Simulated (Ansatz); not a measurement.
Method: Ansatz, DFT PBE, scalar-relativistic, plane waves, PAW. Settings: cutoff 420 eV, Γ-centred meshes spaced at most about 0.3 Å⁻¹, and about 0.25 Å⁻¹ or finer for metals (2π included), Gaussian smearing. No spin polarisation in the final relaxations.

All energies are static (0 K, no zero-point motion). All come from trial cells, and lower structures may exist.

**Question.** Which of these relaxed structures of Be2Cd2O is the lowest in energy?
A.

```xyz
5
Lattice="-2.3754 2.3754 4.8130 2.3754 -2.3754 4.8130 2.3754 2.3754 -4.8130" Properties=species:S:1:pos:R:3 pbc="T T T"
Be    0.0000    0.0000    1.4467
Be    0.0000    0.0000    8.1794
Cd    0.0000    2.3754    2.4065
Cd    2.3754    0.0000    2.4065
O     0.0000    0.0000    0.0000
```

B.

```xyz
5
Lattice="-1.5283 1.5283 8.5604 1.5283 -1.5283 8.5604 1.5283 1.5283 -8.5604" Properties=species:S:1:pos:R:3 pbc="T T T"
Be    0.0000    0.0000    1.4156
Be    0.0000    0.0000   15.7052
Cd    0.0000    0.0000   11.6106
Cd    0.0000    0.0000    5.5102
O     0.0000    0.0000    0.0000
```

C.

```xyz
5
Lattice="3.4139 0.0000 0.0000 -1.7070 2.9565 0.0000 0.0000 0.0000 7.1164" Properties=species:S:1:pos:R:3 pbc="T T T"
Be    0.0000    1.9710    3.9703
Be    1.7070    0.9855    3.1461
Cd    0.0000    1.9710    1.4012
Cd    1.7070    0.9855    5.7152
O     0.0000    0.0000    0.0000
```

D.

```xyz
5
Lattice="-2.0847 2.0847 6.3451 2.0847 -2.0847 6.3451 2.0847 2.0847 -6.3451" Properties=species:S:1:pos:R:3 pbc="T T T"
Be    0.0000    0.0000    1.4203
Be    0.0000    0.0000   11.2698
Cd    2.0847    0.0000    3.1725
Cd    0.0000    2.0847    3.1725
O     0.0000    0.0000    0.0000
```

**Answer.** B. It has space group I4/mmm (No. 139); the next, D, with space group I4/mmm (No. 139), lies 88 meV/atom higher. Counting Be or Cd atoms around O (for each partner element, those within 1.25 times its shortest distance or 1.15 times the sum of covalent radii, where it is the nearest in units of that sum or under 1.3), the lowest and the next both have O 2.

A magnetic state wasn't ruled out in cells without spin, among them I4/mmm at 21.7 Å³/atom. Cells relaxed within their symmetry can be saddle points. Some structure types and database cells were kept out of the candidates from the start, so a known form may be missing.
